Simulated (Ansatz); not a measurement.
Values for one crystal, relaxed and computed with DFT-PBEsol in the program Ansatz with PAW potentials; other levels are named.

```yaml
volume_per_atom: 16.53 Å³
electronic_character: metallic (no gap)
Density of states at the Fermi level: 0.66 states/eV per atom (mean over ±0.08 eV)
Elastic constants (relaxed ions, GPa): C11 = 147, C12 = 61.0, C44 = 57.4
mechanical_stability: stable (all eigenvalues of C positive)
debye_temperature_from_the_elastic_constants: 459 K
Formation energy from the elements (no fitted shifts): -1.00 eV/atom
```

Which of these materials gives this?
A. HgS, zinc blende
B. InGaAs2, P-4m2 (In on 1d, Ga on 1b, As on 2g)
C. V3Si, A15 (Cr3Si type)
D. V4GaS8, F-43m (V on 16e, Ga on 4a, S on 16e, S on 16e)

D, V4GaS8, F-43m (V on 16e, Ga on 4a, S on 16e, S on 16e)

The workflow started from a Materials Project entry (that database holds measured and hypothetical structures alike); the Crystallography Open Database files this formula in space group No. 216, but the cells were not matched. Its standing as an ambient phase is unchecked. The cell was relaxed with PBEsol under the symmetry of its start; whether a distortion lowers the energy is not shown. The workflow began spin-polarised and lost its moments. As this level gives no gap, shear constants depend on the k-mesh and smearing (Fermi–Dirac, 0.1 eV here). The references are the lowest solids computed at this level, not always the standard phases. Scalar-relativistic: spin–orbit coupling is off unless named, which matters more the heavier the elements.

Potentials: the later of the program's two PAW sets.
